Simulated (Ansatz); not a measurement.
Trial structure of La₃LuO₂, not yet relaxed:

```yaml
crystal:
  lattice:
    - [4.74145, 0.00000, 0.00000]
    - [-2.37073, 4.10622, 0.00000]
    - [0.00000, 0.00000, 7.58279]
  atoms:
    - { symbol: La, position: [0.00000, 0.00000, 0.50000] }
    - { symbol: La, position: [0.66667, 0.33333, 0.35334] }
    - { symbol: La, position: [0.33333, 0.66667, 0.64666] }
    - { symbol: Lu, position: [0.00000, 0.00000, 0.00000] }
    - { symbol: O, position: [0.66667, 0.33333, 0.74453] }
    - { symbol: O, position: [0.33333, 0.66667, 0.25547] }
```

Theory: DFT PBE, scalar-relativistic, plane waves, PAW in Ansatz 0.2.0. Cutoff 420 eV; k points 6×6×2 on the computed 6-atom cell (Γ-centred); Gaussian smearing, width 0.10 eV; no spin polarisation.

The zero of energy is the elements' standard structures at the same level (O₂ as a molecule); no fitted shifts are applied.

Task: How far from equilibrium is it?

Result: The pressure is -3.0 GPa (the mean over three directions, positive in compression), the largest force is 1.74 eV/Å, and the energy is −0.31 eV/atom against the elements. The shortest distance is 2.84 Å.

Task: How much does it gain on relaxing, and where does it end?

Result: Relaxing gains about 1.4 eV/atom (the start's value is from the coarse mesh, so the gain is rough) in 31 ionic steps and ends at −1.75 eV/atom on the finer mesh. The symmetry stays P-3m1 (No. 164). The volume per atom shrinks by 3.4 %, from 24.6 to 23.8 Å³. The shortest distance goes from 2.84 Å (La–O) to 2.56 Å (La–O). The ratio c/a of the conventional cell changes by a factor of 2.03. Conventional cell: a = 3.699 Å, c = 12.035 Å. Around La on a site of symmetry -3m lie 6 O at 2.56 Å and 12 La at 3.63–3.70 Å; Lu is surrounded by 6 Lu at 3.70 Å and 6 La at 3.75 Å; O is surrounded by 6 La at 2.56–2.62 Å; 1 more site not described.

The last run used a 12×12×4 mesh (in the run's order of axes) for its 6-atom cell and Gaussian smearing of 0.10 eV. The relaxation can't lower the symmetry of the start. Symmetry constrained the relaxation, so the result can be a saddle point.
